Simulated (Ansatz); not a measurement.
Profile along the V–O line in SrVO3 (cubic perovskite)

SrVO3 (cubic perovskite)

```
SrVO3
1.0
    3.85762     0.00000     0.00000
    0.00000     3.85762     0.00000
    0.00000     0.00000     3.85762
Sr V O
1 1 3
Cartesian
  0.00000   0.00000   0.00000
  1.92881   1.92881   1.92881
  0.00000   1.92881   1.92881
  1.92881   1.92881   0.00000
  1.92881   0.00000   1.92881
```

Fields along a shortest V–O line of a {210} plane (1.93 Å), from V to O, interpolated on the slice's grid (step about 0.3 Å). Level of theory: PBE (plane waves to 420 eV, PAW, scalar-relativistic; Ansatz, a first-principles code). k mesh 12×12×12. These are valence fields of a PAW run, semicore shells included where kept as valence: close to a nucleus they are smooth pseudo fields. SrVO3 is run without spin polarisation and with no Hubbard U. SrVO3 was relaxed with its symmetry unable to fall.

| distance from V (Å) | valence electron density (e/Å³) | electron localisation function |
|---|---|---|
| 0.00 | 16.56 | x |
| 0.19 | 14.29 | x |
| 0.39 | 9.11 | x |
| 0.58 | 3.84 | 0.62 |
| 0.77 | 1.23 | 0.23 |
| 0.96 | 0.76 | 0.25 |
| 1.16 | 1.06 | 0.58 |
| 1.35 | 2.27 | 0.80 |
| 1.54 | 4.58 | x |
| 1.74 | 6.90 | x |
| 1.93 | 7.68 | x |

x: too close to a nucleus for the ELF to mean much.

Density on the V–O line (1.93 Å) at its midpoint: 0.76 e/Å³. ELF at that point: 0.2.
